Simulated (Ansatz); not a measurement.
Mg₃ZnO₄:
```xyz
8
Lattice="4.1748 0.0000 0.0000 0.0000 4.1748 0.0000 0.0000 0.0000 4.1748" Properties=species:S:1:pos:R:3 pbc="T T T"
Mg     0.0000     2.0874     2.0874
Mg     2.0874     0.0000     2.0874
Mg     2.0874     2.0874     0.0000
Zn     0.0000     0.0000     0.0000
O      2.0874     0.0000     0.0000
O      0.0000     2.0874     0.0000
O      0.0000     0.0000     2.0874
O      2.0874     2.0874     2.0874
```

Relaxed with LDA.

Problem. Give the optical modes at the zone centre with their infrared and Raman activity from DFPT, the program Ansatz at the LDA level (PAW).

Solution. Transverse frequencies, without the LO–TO term; a row sums one degenerate level.

```
ω (cm⁻¹)  degeneracy  IR ((D/Å)²/amu)  Raman (Å⁴/amu)  activity  symmetry
--------  ----------  ---------------  --------------  --------  --------
187                3             3.54               0        IR       T1u
271                3             0.00               0    silent       T2u
362                3            75.46               0        IR       T1u
405                3            30.60               0        IR       T1u
435                3             5.34               0        IR       T1u
439                3             0.00               0    silent       T2u
530                3             0.39               0        IR       T1u
```

Problem. How high does the top mode go among those that the LO–TO term moves?

Solution. 669 cm⁻¹ for q along x.

Space group Pm-3m. The workflow started from a Materials Project entry (that database holds measured and hypothetical structures alike); the Crystallography Open Database copy checked does not list it. With Mg and Zn taken as one species the cell has the higher symmetry Fm-3m, so it may be an ordered model of a mixed-site phase. Its standing as an ambient phase is unchecked. The LDA relaxation kept the symmetry of its start; phonons on a q-mesh show no instability.

Potentials: the later of the program's two PAW sets.
